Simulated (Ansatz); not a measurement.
Re:
```
CELL_PARAMETERS angstrom
      2.73802     0.00000     0.00000
     -1.36901     2.37119     0.00000
      0.00000     0.00000     8.82410
ATOMIC_POSITIONS crystal
  Re 0.00000 0.00000 0.00000
  Re 0.00000 0.00000 0.50000
  Re 0.33333 0.66667 0.25000
  Re 0.66667 0.33333 0.75000
```

Relaxed with LDA. Special points in fractions of this cell's reciprocal vectors: Γ (0.000, 0.000, 0.000); M (0.500, 0.000, 0.000); K (0.333, 0.333, 0.000); A (0.000, 0.000, 0.500); L (0.500, 0.000, 0.500); H (0.333, 0.333, 0.500).

**Question.** List the band energies nearest the Fermi level at these points for plane-wave PAW LDA (Ansatz code).

**Answer.** In eV from the Fermi level; about four levels below and three above (degenerate sets whole), none deeper than 8.9 eV; points with the same levels are listed once.

```tsv
k	below	above
Γ	-1.32 -1.32 -1.19 -1.19	0.62 0.62 0.69
M	-2.87 -2.17 -2.11 -0.82	0.28 0.28 1.29
K	-2.26 -2.26 -2.22 -0.08 -0.08	1.68 1.68 3.08
A	-1.55 -1.55 -1.55 -1.55 -1.02 -1.02	1.18 1.18 1.18 1.18
L	-1.53 -1.53 -0.60 -0.60	0.35 0.35 2.79 2.79
H	-2.27 -2.27 -0.05 -0.05	1.08 1.08 3.31 3.31
```

Space group P6_3/mmc (dhcp (α-La type)). The workflow started from a Materials Project entry (that database holds measured and hypothetical structures alike). Its sites differ from those of the usual phase in this space group: another stacking or structure type. The LDA relaxation kept the symmetry of its start; its stability against distortions is not shown here. The run is not spin-polarised. Spin–orbit coupling is left out wherever it is not named.

Potentials: the later of the program's two PAW sets.
